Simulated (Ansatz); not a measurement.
Consider the following.

Ge2W:
```yaml
crystal:
  lattice:
    - [0.00000, 3.06514, 3.06514]
    - [3.06514, 0.00000, 3.06514]
    - [3.06514, 3.06514, 0.00000]
  atoms:
    - { symbol: W, position: [0.00000, 0.00000, 0.00000] }
    - { symbol: Ge, position: [0.25000, 0.25000, 0.25000] }
    - { symbol: Ge, position: [0.75000, 0.75000, 0.75000] }
```

This is the PBE-relaxed structure.

Q: All from DFT-PBE in the program Ansatz with PAW potentials, unless another level is named. Estimate the electronic character.

A: metallic (no gap).

Q: What about the formation energy from the elements (no fitted shifts)?

A: 0.70 eV/atom.

Q: Give the density of states at the Fermi level.

A: 1.0 states/eV per atom (mean over ±0.08 eV).

Space group Fm-3m (fluorite or antifluorite type). The cell is a constructed one: a structure type filled with these elements; neither database checked (COD, Materials Project) lists it. COD files the formula under space group No. 139, so this cell is another polymorph or a model. Its standing as an ambient phase is unchecked. The cell was relaxed with PBE under the symmetry of its start; whether a distortion lowers the energy is not shown. No spin polarisation was allowed. The references are the lowest solids computed at this level, not always the standard phases. Spin–orbit coupling is left out wherever it is not named.

Potentials: the later of the program's two PAW sets.
